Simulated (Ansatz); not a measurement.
LuAg4 (space group I4/m)

```yaml
crystal:
  lattice:
    - [-3.27408, 3.27408, 2.02128]
    - [3.27408, -3.27408, 2.02128]
    - [3.27408, 3.27408, -2.02128]
  atoms:
    - { symbol: Lu, position: [0.00000, 0.00000, 0.00000] }
    - { symbol: Ag, position: [0.40198, 0.80398, 0.20595] }
    - { symbol: Ag, position: [0.59802, 0.19602, 0.79405] }
    - { symbol: Ag, position: [0.19602, 0.40198, 0.59800] }
    - { symbol: Ag, position: [0.80398, 0.59802, 0.40200] }
```

The slice is a (100) plane (indices of the conventional cell) through the point (0.196, 0.402, 0.598) (fractional), spanned by u = [110] and v = [101] in vectors of this cell: u (4.04 Å) and v (6.55 Å, at 90° to u). It covers one period; positions are fractions (u, v).

Calculation: LDA (plane waves to 420 eV, PAW, scalar-relativistic; Ansatz, a first-principles code). k mesh 14×14×14. Inside the PAW spheres the values are not all-electron values, and peaks at nuclei hang on which shells count as valence. LuAg4 is run without spin polarisation. LuAg4 was relaxed with its symmetry unable to fall.

Three fields on this plane, each scaled to ten steps between its own extremes (0 low, 9 high; the total valence density on a logarithmic scale, the potential cut 8 eV below its top; x marks points blanked near nuclei; v = 0 in the bottom row):

Map A
```
|xxxxx45555554xxxx|
|xxxx5445555445xxx|
|xxx744555555447xx|
|xx64445555554446x|
|44444457xx7544444|
|4445447xxxx744544|
|455545xxxxxx54555|
|555436xxxxxx63455|
|455435xxxxxx53455|
|445544xxxxxx44554|
|4455546xxxx645554|
|44566667887666654|
|45678777777778765|
|56788753333578876|
|67887310000137887|
|77884113663114887|
|7886216xxxx612688|
|787413xxxxxx31478|
|887305xxxxxx50378|
|886205xxxxxx50268|
|887303xxxxxx30378|
|8886216xxxx612688|
|66785113553115876|
|xx88841000014888x|
|xxx987410014789xx|
|xxxx8764334678xxx|
|xxxxx66555566xxxx|
|xxxxx55555555xxxx|
```

Map B
```
|xxxxx52000025xxxx|
|xxxx8421111248xxx|
|xxx953222222359xx|
|xx86434555543468x|
|55433468xx8643345|
|2222369xxxx963222|
|112247xxxxxx74221|
|222248xxxxxx84222|
|222348xxxxxx84322|
|333346xxxxxx64333|
|4333357xxxx753333|
|43333356776533333|
|33322234444322233|
|33322223333222233|
|33322223443222233|
|43322346776432233|
|3332347xxxx743233|
|333236xxxxxx63233|
|222247xxxxxx74222|
|222237xxxxxx73222|
|222236xxxxxx63222|
|3332347xxxx743233|
|66543346776433456|
|xx86432333323468x|
|xxx963211112369xx|
|xxxx8420000248xxx|
|xxxxx52000025xxxx|
|xxxxx52000025xxxx|
```

Map C
```
|xxxxx58999985xxxx|
|xxxx0689999860xxx|
|xxx047887788740xx|
|xx03676544567630x|
|44567630xx0367654|
|7787640xxxx046787|
|888860xxxxxx16888|
|888750xxxxxx05788|
|778750xxxxxx05787|
|777762xxxxxx26777|
|6677750xxxx057776|
|67787642002467877|
|77788764444678877|
|77787754334577877|
|77776531001356777|
|77765200000025677|
|7765300xxxx003567|
|776510xxxxxx01567|
|776400xxxxxx00467|
|887500xxxxxx00578|
|887520xxxxxx02578|
|7776300xxxx003677|
|44554200000024554|
|xx03443100134430x|
|xxx035555555530xx|
|xxxx0577777750xxx|
|xxxxx47899874xxxx|
|xxxxx48999984xxxx|
```

Question: Assign the maps to these fields: electron localisation function (ELF); valence electron density; electrostatic potential energy of an electron, from the cell's mean.

Answer: A is the electron localisation function (ELF); B is the valence electron density; C is the electrostatic potential energy of an electron, from the cell's mean.
